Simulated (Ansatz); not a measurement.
ZnS (zinc blende), relaxed with HSE06 (Ansatz, an electronic-structure program, plane waves, PAW): a = b = c = 5.425 Å, α = β = γ = 90.00°.

```
Quantity              Value
--------------------  -----
gap (eV)               3.28
B₀ by P(V) fit (GPa)   75.0
```

Problem. The same phase is relaxed and computed with PBE in the same code. What are the cell and these values now?

Solution. a = b = c = 5.443 Å, α = β = γ = 90.00°.

* **gap (eV)**: 2.02
* **B₀ by P(V) fit (GPa)**: 69.5

All cells were relaxed under the symmetry of their starts (and spin orders); stability against distortions was not tested throughout.

Potentials: the later of the program's two PAW sets.

Ansatz is a plane-wave DFT program.
